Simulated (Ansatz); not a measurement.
Consider the following.

B2O3:
```yaml
crystal:
  lattice:
    - [3.91322, -2.31195, 0.00000]
    - [3.91322, 2.31195, 0.00000]
    - [0.00000, 0.00000, 4.13440]
  atoms:
    - { symbol: B, position: [0.00631, 0.32394, 0.56769] }
    - { symbol: B, position: [0.99369, 0.67606, 0.06769] }
    - { symbol: B, position: [0.67606, 0.99369, 0.56769] }
    - { symbol: B, position: [0.32394, 0.00631, 0.06769] }
    - { symbol: O, position: [0.75515, 0.24485, 0.49997] }
    - { symbol: O, position: [0.24485, 0.75515, 0.99997] }
    - { symbol: O, position: [0.92091, 0.66030, 0.41862] }
    - { symbol: O, position: [0.07909, 0.33970, 0.91862] }
    - { symbol: O, position: [0.33970, 0.07909, 0.41862] }
    - { symbol: O, position: [0.66030, 0.92091, 0.91862] }
```

This is the PBEsol-relaxed structure. x, y and z are the axes in which the lattice vectors are written.

Q: All from PBEsol (plane waves, PAW; program Ansatz), unless another level is named. Predict the smallest direct gap on the standard path.

A: 8.72 eV.

Q: Predict the band gap.

A: 8.41 eV (indirect).

Q: And the electron effective mass?

A: 0.48, 0.60, 0.94 mₑ (principal values).

Q: And the conduction-band minimum?

A: at Γ.

Q: Predict the valence-band maximum.

A: off the standard path, at k = (-0.109, 0.109, 0.370) in fractions of the reciprocal vectors.

Space group Cmc2_1. The first step of the workflow began from a Materials Project structure, measured or hypothetical; the Crystallography Open Database copy checked does not list it. COD files the formula under space group No. 144, 152. Whether it is the stable phase at ambient conditions was not checked. Symmetry was held in the PBEsol relaxation; whether a distortion lowers the energy is not shown.

Potentials: the later of the program's two PAW sets.
